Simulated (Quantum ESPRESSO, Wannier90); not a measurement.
TaS$_{2}$ (CdI2 type), plane waves to Wannier functions

```xyz
3
Lattice="3.3829 0.0000 0.0000 -1.6914 2.9296 0.0000 0.0000 0.0000 6.1680" Properties=species:S:1:pos:R:3 pbc="T T T"
Ta     0.0000     0.0000     0.0000
S     -1.6914     0.9765    -1.5156
S      1.6914    -0.9765     1.5156
```

Structure: Materials Project mp-1690, symmetrised, not relaxed again. COD (Crystallography Open Database) has the formula in 4 space groups, this one among them (matched by group alone). Level: PBEsol, no spin polarisation, no spin-orbit coupling; pw.x of Quantum ESPRESSO at 47 Ry with PseudoDojo potentials, 12×12×6 k-points, Wannier90. Density: 12×12×6 mesh, cold smearing 0.01 Ry. The cell is built of weakly bound layers, chains or molecules, whose nearest atoms lie 3.70 Å apart. Database cells relaxed without dispersion often hold them too far apart, which can enlarge gaps and weakens couplings between them; spacing and stacking were not compared with the measured crystal. Spin-orbit coupling is left out although heavy elements are present.

Base run: 11 functions from bands 7-27 of the 27 computed, start hydrogen-like Ta: d; S: p, frozen window up to 1.50 eV relative to the Fermi level, outer window open. One setting was then changed (edges relative to the Fermi level; misfit to pw.x on a path, for states up to 1.0 eV relative to the Fermi level).

```
run      Ω_I (Å²)  rms misfit (meV)  worst (meV)
-------  --------  ----------------  -----------
base        18.43               0.7          7.8
changed     17.87                19          201
```

### Question
Which change was made?
A) only the lowest 16 of the kept bands
B) frozen window to 0.50 eV
C) frozen window to 1.00 eV
D) only the lowest 18 of the kept bands

### Answer
B, frozen window to 0.50 eV. The others give:

```json
[
 {"run": "frozen window to 1.00 eV", "Ω_I (Å²)": "18.15", "rms misfit (meV)": "1.9", "worst (meV)": "28"},
 {"run": "only the lowest 16 of the kept bands", "Ω_I (Å²)": "19.93", "rms misfit (meV)": "0.6", "worst (meV)": "6.3"},
 {"run": "only the lowest 18 of the kept bands", "Ω_I (Å²)": "19.28", "rms misfit (meV)": "0.7", "worst (meV)": "7.3"}
]
```
